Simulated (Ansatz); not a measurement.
C3H:
```xyz
24
Lattice="11.8511 0.0000 0.0000 -5.9255 10.2633 0.0000 0.0000 0.0000 3.7112" Properties=species:S:1:pos:R:3 pbc="T T T"
C     -1.2147     6.1409     0.0000
C      1.2147     6.1409     0.0000
C      0.0000     8.2448     0.0000
C      7.1402     4.1224     0.0000
C      4.7108     4.1224     0.0000
C      5.9255     2.0185     0.0000
C      1.2090     7.5402     0.0000
C     -1.2090     7.5402     0.0000
C      0.0000     5.4462     0.0000
C      4.7166     2.7231     0.0000
C      7.1345     2.7231     0.0000
C      5.9255     4.8171     0.0000
H      2.1450     8.0806     0.0000
H     -2.1450     8.0806     0.0000
H      0.0000     4.3654     0.0000
H      3.7805     2.1827     0.0000
H      8.0705     2.1827     0.0000
H      5.9255     5.8979     0.0000
C     -2.4387     5.4342     0.0000
C      2.4387     5.4342     0.0000
C      0.0000     9.6582     0.0000
C      8.3643     4.8291     0.0000
C      3.4868     4.8291     0.0000
C      5.9255     0.6051     0.0000
```

Relaxed with r²SCAN+D4. Special points in fractions of this cell's reciprocal vectors: Γ (0.000, 0.000, 0.000); M (0.500, 0.000, 0.000); K (0.333, 0.333, 0.000); A (0.000, 0.000, 0.500); L (0.500, 0.000, 0.500); H (0.333, 0.333, 0.500).

Question: List the band energies nearest the valence-band maximum at these points for r²SCAN+D4 in the plane-wave PAW code Ansatz.

Answer: In eV from the valence-band maximum; about four levels below and three above (degenerate sets whole), none deeper than 8.9 eV; points with the same levels are listed once.

```json
[
 {"k": "Γ", "below": "-1.63 -1.16 0.00 0.00", "above": "3.00 3.00 4.38"},
 {"k": "M", "below": "-1.82 -0.58 -0.25 0.00", "above": "3.01 3.30 3.72"},
 {"k": "K", "below": "-1.91 -1.91 -0.40 -0.40 0.00", "above": "3.01 3.48 3.48"},
 {"k": "A", "below": "-2.03 -2.03 -1.48 -0.91 -0.91", "above": "1.92 1.92 3.91 3.91"},
 {"k": "L", "below": "-1.67 -1.50 -1.17 -0.92", "above": "1.95 2.27 2.67"},
 {"k": "H", "below": "-1.76 -1.76 -1.32 -1.32 -0.92", "above": "1.97 2.45 2.45"}
]
```

Space group P6/mmm. The cell is a constructed one: a structure type filled with these elements; neither database checked (COD, Materials Project) lists it. Its standing as an ambient phase is unchecked. Symmetry was held in the r²SCAN+D4 relaxation; whether a distortion lowers the energy is not shown.

Potentials: the later of the program's two PAW sets.
